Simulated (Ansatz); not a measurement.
Input file for Ansatz (a program for electronic structure):

Ansatz 0.2 input:
```yaml
crystal:
  lattice:
    - [3.2902814005, 0.0, 0.0]
    - [-1.6451407002, 2.8494672784, 0.0]
    - [0.0, 0.0, 5.037840225]
  atoms:
    - { symbol: Mg, position: [0.3333333333, 0.6666666667, 0.004944033] }
    - { symbol: Mg, position: [0.6666666667, 0.3333333333, 0.504944033] }
    - { symbol: O, position: [0.3333333333, 0.6666666667, 0.399655967] }
    - { symbol: O, position: [0.6666666667, 0.3333333333, 0.899655967] }
kpoints:
  mp_grid: { grid: [7, 7, 4] }
hamiltonian:
  xc: hse06
  pseudopotentials: { azcp: { folder: ./paw }, kind: paw }
scf:
  n_extra_bands: 6
  occupations: { method: fixed }
output:
  eigenvalues: true
  eigenstates:
    e_range: [-9.0, 14.3]
    kpoints:
      - [0.0, 0.0, 0.0]  # VBM
      - [0.0, 0.0, 0.0]  # CBM
      - [0.0, 0.0, 0.0]  # GAMMA
      - [0.0, 0.0, 0.5]  # A
      - [0.3333333333, 0.3333333333, 0.0]  # K
      - [0.3333333333, 0.3333333333, 0.5]  # H
      - [0.5, 0.0, 0.0]  # M
      - [0.5, 0.0, 0.5]  # L
```

Output (shortened):

```
Pseudopotential: Mg, paw, valence charge 10
Pseudopotential: O, paw, valence charge 6
Functional definition: HSE06
davidson cushion auto → on  (no smearing: the cushion is to keep the highest requested band from converging to the state above it …
Crystal: 4 atoms, lattice volume = 47.233 Å³
Basis set: ecut = 420 eV, 929 PW (Γ)
Bands: 22, of which v1, the nominal top of the filled ones, is band 16 counted from 1 (15 counted from 0)
Symmetry: 12 space group operations
Space group: P63mc (ITA 186), of the structure as read, at distance tolerance 3.6e-5 Å
k-points: 24 of 196 (time reversal used)
SCF iter   1: F=—  HF=-4988.254456 eV  |F-HF|=—  |Δ(HF+E_count)|=         —  Δρ=7.04e-2  dr2=1.93e0  ethr=1.00e-1  ⟨swp⟩=6.3  Hψ=1807  notcnv=0
preconditioner: auto → none
SCF iter   2: F=—  HF=-4987.940439 eV  |F-HF|=—  |Δ(HF+E_count)|=   3.14e-1  Δρ=3.42e-2  dr2=3.06e-1  ethr=6.04e-3  ⟨swp⟩=3.1  Hψ=1346  notcnv=0  defer=1
SCF iter   3: F=—  HF=-4988.015903 eV  |F-HF|=—  |Δ(HF+E_count)|=   7.55e-2  Δρ=1.79e-2  dr2=1.53e-1  ethr=9.55e-4  ⟨swp⟩=3.2  Hψ=1469  notcnv=0  defer=1
iter 4 solved again at ethr=6.68e-6 eV; its pass at ethr=4.77e-4 eV (dr2=2.14e-3 eV) is discarded
SCF iter   4: F=—  HF=-4987.997044 eV  |F-HF|=—  |Δ(HF+E_count)|=   1.89e-2  Δρ=3.21e-3  dr2=2.25e-3  ethr=6.68e-6  ⟨swp⟩=3.5  Hψ=2695  notcnv=0  defer=2
SCF iter   5: F=-4988.000386 eV  HF=-4988.000307 eV  |F-HF|=7.82e-5  |Δ(HF+E_count)|=   3.26e-3  Δρ=4.92e-4  dr2=5.10e-5  ethr=6.68e-6  ⟨swp⟩=3.1  Hψ=1504  notcnv=0  defer=1
SCF 1 stopped early in 5 iterations: F = -4988.000386 eV  dr2 = 5.10e-5
Crystal: 4 atoms, lattice volume = 47.233 Å³
Exchange kernel: α = 0.2500, screened, ω = 0.2079 Å⁻¹, Wigner–Seitz truncation, v(0) = 1046.1678 eV·Å³, q-mesh 7×7×4, nearest image of the exchange supercell L …
Frozen-core exchange: fock
SCF iter   1: F=—  HF=-4988.319237 eV  |F-HF|=—  |Δ(HF+E_count)|=         —  Δρ=7.36e-3  dr2=2.07e-2  ethr=1.59e-6  ⟨swp⟩=6.6  Hψ=2477  notcnv=0
preconditioner: auto → none
SCF iter   2: F=—  HF=-4988.312563 eV  |F-HF|=—  |Δ(HF+E_count)|=   6.67e-3  Δρ=2.40e-3  dr2=2.11e-3  ethr=1.59e-6  ⟨swp⟩=3.1  Hψ=1706  notcnv=0
SCF iter   3: F=—  HF=-4988.319009 eV  |F-HF|=—  |Δ(HF+E_count)|=   6.45e-3  Δρ=6.27e-4  dr2=1.69e-4  ethr=1.59e-6  ⟨swp⟩=4.0  Hψ=1746  notcnv=0
SCF iter   4: F=-4988.318976 eV  HF=-4988.318976 eV  |F-HF|=6.18e-8  |Δ(HF+E_count)|=   3.30e-5  Δρ=4.46e-5  dr2=5.12e-6  ethr=4.13e-7  ⟨swp⟩=2.0  Hψ=1177  notcnv=0  defer=1
SCF 2 stopped early in 4 iterations: F = -4988.318976 eV  dr2 = 5.12e-6
hybrid outer 1: dexx = +7.840e-3 eV, tail = 7.50e-5 eV
Crystal: 4 atoms, lattice volume = 47.233 Å³
Exchange kernel: α = 0.2500, screened, ω = 0.2079 Å⁻¹, Wigner–Seitz truncation, v(0) = 1046.1678 eV·Å³, q-mesh 7×7×4, nearest image of the exchange supercell L …
Frozen-core exchange: fock
SCF iter   1: F=—  HF=-4988.318924 eV  |F-HF|=—  |Δ(HF+E_count)|=         —  Δρ=6.31e-5  dr2=1.12e-6  ethr=1.17e-6  ⟨swp⟩=2.4  Hψ=1188  notcnv=0
preconditioner: auto → none
iter 2 solved again at ethr=1.90e-10 eV; its pass at ethr=3.21e-9 eV (dr2=6.08e-8 eV) is discarded
SCF iter   2: F=-4988.318925 eV  HF=-4988.318925 eV  |F-HF|=3.17e-9  |Δ(HF+E_count)|=   8.89e-7  Δρ=1.63e-5  dr2=6.20e-8  ethr=1.90e-10  ⟨swp⟩=2.0  Hψ=3159  notcnv=0
SCF 3 converged in 2 iterations: F = -4988.318925 eV  dr2 = 6.20e-8
hybrid outer 2: dexx = +7.210e-7 eV, tail = 1.95e-7 eV, Δε = 1.97e-3 eV (about 1.88e-4 eV left of the loop's levels)
the search or the solves at the SCF's close seem to have found levels that the self-consistency loop had missed (the run counts 1) …
NSCF: frozen V_eff on 8 k-points
hybrid SCF converged: 2 outer / 6 inner (+5 warm-up), last move |dexx| = 7.21e-7 eV, tail = 1.95e-7 eV
Stability not checked (fock_operator)
Free energy (F): -4988.318925 eV
Frozen-core exchange: fock
Harris-Foulkes:  -4988.318925 eV  (|F-HF|=3.17e-9)
Internal energy: -4988.318925 eV  (E = F + TS)
E sigma→0 (E₀):  -4988.318925 eV
Fermi energy:    3.714306 eV
--- Per-component energies (eV) ---
  E_band       = -763.380018
  E_kinetic    = 486.586003
  E_local      = -3915.477533  (includes V_loc(G=0)·N_el)
  E_nonlocal   = 490.102689
  E_hartree    = 1349.102671
  E_xc         = -161.439002
  E_vxc        = -204.748767  (∫ρ·V_xc dr)
  E_exx        = -142.750433  (= α·E_x^exact, valence–valence)
  E_paw        = -821.994935  (= ΣΔE_a)
  E_vpaw       = -32.547453  (= ΣTr[D̂ρ^β])
  E_aug_tail   = 0.001237  (compensation charges beyond the density's cutoff)
  E_ewald      = -2272.326539
  E_core_change = -0.123082  (= ΣΔE_core)
  E_smearing   =  0.000000  (= −TS)
  E_closure    =  0.000000  (closes the sum)
  Σ components = -4988.318925   (vs F -4988.318925, Δ=0.00e0)
  [band-id]    e_kinetic+e_local+e_nonlocal+2·e_hartree+e_vxc+2·e_exx+e_vpaw+e_augmentation_tail = -763.379350   (vs E_band -763.380018, Δ=6.68e-4)
--- Band table (eV; the first three rows and the last of 24) ---
  k-point 0: bands = ["-72.3632", "-72.3588", "-37.3090", "-37.2595", "-37.2567", "-37.2567", "-37.2481", "-37.2481", "-13.9820", "-13.1425", "0.2848", "2.9784", "2.9784", "3.3236", "3.3236", "3.7143", "8.8627", "14.1023", "15.9854", "19.9381", "19.9381", "21.7437"]
  k-point 1: bands = ["-72.3625", "-72.3594", "-37.3018", "-37.2668", "-37.2554", "-37.2554", "-37.2493", "-37.2493", "-13.8656", "-13.2725", "0.6508", "2.9646", "3.0270", "3.0270", "3.2709", "3.2709", "9.7314", "13.1207", "16.9856", "19.9944", "19.9944", "20.8680"]
  k-point 2: bands = ["-72.3610", "-72.3610", "-37.2843", "-37.2843", "-37.2524", "-37.2524", "-37.2524", "-37.2524", "-13.5758", "-13.5758", "1.6534", "1.6534", "3.1472", "3.1472", "3.1472", "3.1472", "11.4303", "11.4303", "18.8600", "18.8600", "20.4403", "20.4403"]
  k-point 23: bands = ["-72.3591", "-72.3591", "-37.2958", "-37.2958", "-37.2679", "-37.2679", "-37.2621", "-37.2621", "-13.1032", "-13.1032", "0.8786", "0.8786", "1.7720", "1.7720", "3.2854", "3.2854", "13.7545", "13.7545", "15.8255", "15.8255", "18.8129", "18.8129"]
```

Cost: roughly 100 core-seconds on shared cores.

The points marked VBM and CBM come from a semilocal run.

Space group P6_3mc (wurtzite). The workflow started from a Materials Project entry (that database holds measured and hypothetical structures alike); the Crystallography Open Database copy checked does not list it. It is not the phase usual at ambient conditions (space group No. 225). The r²SCAN relaxation kept the symmetry of its start; its stability against distortions is not shown here.

Potentials: the earlier of the program's two PAW sets.

Ansatz is a plane-wave DFT program.
